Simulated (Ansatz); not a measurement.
Total density of states per atom from r²SCAN (plane waves, PAW; program Ansatz), in 0.25 eV bins, energy from the Fermi level:

```
E (eV) | states/eV/atom
    -7.85 |  0.00
    -7.60 |  0.00
    -7.35 |  0.00
    -7.10 |  0.00
    -6.85 |  0.00
    -6.60 |  0.05
    -6.35 | #### 0.69
    -6.10 | ## 0.31
    -5.85 | # 0.16
    -5.60 | # 0.15
    -5.35 | # 0.15
    -5.10 | # 0.18
    -4.85 | ### 0.42
    -4.60 | ## 0.27
    -4.35 | # 0.11
    -4.10 |  0.06
    -3.85 | # 0.15
    -3.60 | ### 0.49
    -3.35 | ##### 0.78
    -3.10 | ##### 0.73
    -2.85 | #### 0.58
    -2.60 | #### 0.63
    -2.35 | ### 0.44
    -2.10 | ### 0.46
    -1.85 | #### 0.58
    -1.60 | #### 0.67
    -1.35 | #### 0.68
    -1.10 | ##### 0.73
    -0.85 | ### 0.41
    -0.60 | ## 0.29
    -0.35 | ## 0.35
    -0.10 | # 0.15
     0.15 | # 0.23
     0.40 | ### 0.47
     0.65 | #### 0.68
     0.90 | #### 0.71
     1.15 | ##### 0.73
     1.40 | ####### 1.11
     1.65 | ####### 1.14
     1.90 | ############# 2.01
     2.15 | ############################## 4.83
```

Problem. Which compound is it?
A. LaAlGe, I4_1md (La on 4a, Ge on 4a, Al on 4a)
B. Al3Ni2, La2O3 or Ni2Al3 type
C. La3Tl, Cu3Au type
D. Zr6Al2Fe, P-62m (Zr on 3g, Al on 2d, Fe on 1a, Zr on 3f)

Solution. A, LaAlGe, I4_1md (La on 4a, Ge on 4a, Al on 4a). Within 0.5 eV of the Fermi level: La 5d 50 %, Al 3p 16 %, La 4f 10 %, Ge 4p 10 %, Al 3s 6 %. Projections are on Löwdin-orthogonalised atomic valence shells; empty p or d shells of many metals are not among them.

The workflow started from an entry of the Crystallography Open Database (COD). Its standing as an ambient phase is unchecked. The cell was relaxed with r²SCAN under the symmetry of its start; its stability against distortions is not shown here. Spin–orbit coupling is left out wherever it is not named.

Potentials: the later of the program's two PAW sets.
